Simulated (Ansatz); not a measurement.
Nb₃Sn:
```cif
data_Nb6Sn2
_chemical_formula_sum 'Nb6 Sn2'
_space_group_name_H-M_alt 'Pm-3n'
_space_group_IT_number 223
_space_group_name_Hall '-P 4n 2 3'
_cell_length_a 5.25835
_cell_length_b 5.25835
_cell_length_c 5.25835
_cell_angle_alpha 90.000
_cell_angle_beta 90.000
_cell_angle_gamma 90.000
loop_
_atom_site_label
_atom_site_type_symbol
_atom_site_symmetry_multiplicity
_atom_site_Wyckoff_symbol
_atom_site_fract_x
_atom_site_fract_y
_atom_site_fract_z
_atom_site_occupancy
Nb1 Nb 6 c 0.00000 0.50000 0.25000 1
Sn1 Sn 2 a 0.00000 0.00000 0.00000 1
```

Relaxed with PBEsol.

**Question.** Decompose the optical modes at the zone centre into irreducible representations, and say which are infrared and Raman allowed.

**Answer.** Point group m-3m: Γ_opt = A2g + Eg + T1g + 2T1u + T2g + 2T2u. Infrared: T1u. Raman: Eg, T2g.

**Question.** Assign frequencies (DFPT, DFT-PBEsol in the program Ansatz with PAW potentials).

**Answer.** T2u 96, T1g 110, T2g 130, T1u 141, A2g 168, Eg 172, T1u 198, T2u 209 cm⁻¹.

Symmetry was held in the PBEsol relaxation. The run is not spin-polarised. As this level gives no gap, phonon frequencies hold no LO–TO term and depend on the k-mesh and smearing (Fermi–Dirac, 0.1 eV here). Scalar-relativistic: spin–orbit coupling is off unless named, which matters more the heavier the elements.

Potentials: the earlier of the program's two PAW sets. The files were generated under PBE; for other functionals the program regenerates the frozen cores, and for LDA and PBEsol the local potential too.
